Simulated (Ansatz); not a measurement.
The elements of this relaxed trial crystal are hidden behind letters.

```
lattice vectors (Å)
   4.8377    0.0000    0.0000
  -2.4189    4.1896    0.0000
   0.0000    0.0000    5.0018
fractional positions
X 0.3333 0.6667 0.5000
X 0.6667 0.3333 0.5000
X 0.0000 0.0000 0.5000
Z 0.3333 0.6667 0.0000
Z 0.6667 0.3333 0.0000
```

These are results of DFT PBE, scalar-relativistic, plane waves, PAW (Ansatz), not measurements. Settings of the last relaxation (5-atom cell): 420 eV, 12×12×8 k points, Gaussian smearing of 0.10 eV, no spin polarisation.

- Space group: P6/mmm (No. 191)
- Conventional cell: a = 4.838 Å, c = 5.002 Å
- Volume per atom: 20.28 Å³
- Density: 4.48 g/cm³
- Energy over the elements: +0.18 eV/atom
- Gap on the 12×12×8 mesh of the 5-atom cell: 0 eV (a metal)

Energies are uncorrected and count from the elements' standard states at the same level.

Task: X is a p-block element of period 4 and Z is a p-block element of period 3. Which elements are they?

Result: X = Ga, Z = S, so the formula is Ga3S2. Density times volume gives a mean mass of 4.48 × 20.28/1.6605 = 54.7 u per atom, and this set has 54.7 u. Among the elements that the hints allow, noble gases aside, only these give it. Ga on a site of symmetry -6m2 is surrounded by 2 S at 2.50 Å and 6 Ga at 2.79 Å; Ga on a site of symmetry 6/mmm is surrounded by 6 Ga at 2.79 Å; S has 2 Ga at 2.50 Å and 3 S at 2.79 Å.

An odd number of electrons in the primitive cell allows no gap without spin; a larger cell or a magnetic state could open one. Symmetry constrained the relaxation, so the result can be a saddle point. Another cell of Ga3S2 relaxed alike, in P-6m2, lies 250 meV/atom lower, so this cell isn't the stable form at this level.
